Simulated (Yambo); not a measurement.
Yambo run on WO$_{3}$ (space group Pmma, No. 51). The wavefunctions are PBEsol (pw.x of Quantum ESPRESSO, ONCV potentials, without SOC) ones on a 2×4×4 mesh (32 occupied bands); a = 7.7203 Å, b = 3.8597 Å, c = 3.8668 Å, α = 90.00°, β = 90.00°, γ = 90.00°.

Yambo input:

```
rim_cut
gw0
dyson
el_el_corr
HF_and_locXC
cohsex
em1s
RandQpts= 1000000
RandGvec= 1 Ry
EXXRLvcs= 84 Ry
VXCRLvcs= 336 Ry
Chimod= "HARTREE"
% BndsRnXs
 3 | 177 |
%
NGsBlkXs= 7 Ry
% LongDrXs
 1.0 | 1.0 | 1.0 |
%
ExtendOut
% QPkrange
 1 | 1 | 33 | 33 |
 3 | 3 | 32 | 33 |
 9 | 9 | 32 | 32 |
%
```

k points by index: 1 = Γ, 3 = (0, 0, -0.5), 9 = (0, -0.5, -0.5).

Resulting energies as the program prints them:

```
#    K-point    Band    Eo [eV]    E [eV]    E-Eo [eV]    Vxc [eV]    Vnlxc [eV]    Sc|Eo [eV]    Re(Z)    Im(Z)
#
    1    33    0.538261    -0.080636    -0.618896    -16.36478    -11.45359    -5.530092    1.000000    0.000000
    3    32    -0.036751    -1.596468    -1.559717    -20.22428    -25.19592    3.411922    1.000000    0.000000
    3    33    0.587600    -0.016961    -0.604562    -16.43578    -11.47819    -5.562151    1.000000    0.000000
    9    32    0.000000    -1.554294    -1.554294    -20.24841    -25.21339    3.410681    1.000000    0.000000
```
(The two width columns are left out.) Convergence of these settings isn't established.

Geometry of the Materials Project entry, not relaxed at this level.

The structure is a Materials Project entry; no match was found in the copy of COD used, and its stability was not checked.
